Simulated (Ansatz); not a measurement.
Re (hcp (Mg type), P6_3/mmc) at seven volumes, the program Ansatz at the r²SCAN level (PAW), shape and atoms relaxed at each. One row is withheld.

```json
[
 {"V (Å³/atom)": "13.376", "P (GPa)": "44.95"},
 {"V (Å³/atom)": "13.817", "P (GPa)": "27.51"},
 {"V (Å³/atom)": "14.258", "P (GPa)": "12.66"},
 {"V (Å³/atom)": "14.699", "P (GPa)": "0.00"},
 {"V (Å³/atom)": "15.140", "P (GPa)": "?"},
 {"V (Å³/atom)": "15.581", "P (GPa)": "-19.94"},
 {"V (Å³/atom)": "16.022", "P (GPa)": "-27.71"}
]
```

Problem. Fit the shown pressures and predict the withheld one.

Solution. P = (3/2)B₀(x^(7/2) − x^(5/2))[1 + (3/4)(B′ − 4)(x − 1)] with x = (V₀/V)^(2/3). Least squares on the six rows gives V₀ = 14.700 Å³/atom, B₀ = 388 GPa, B′ = 4.34. At V = 15.140, x = 0.9805 and P = -10.73 GPa. The run itself gave -10.78 GPa.

The r²SCAN relaxation kept the symmetry of its start; of distortions, only those at the zone centre were tested. The run is not spin-polarised. Scalar-relativistic: spin–orbit coupling is off unless named, which matters more the heavier the elements.

Potentials: the later of the program's two PAW sets.
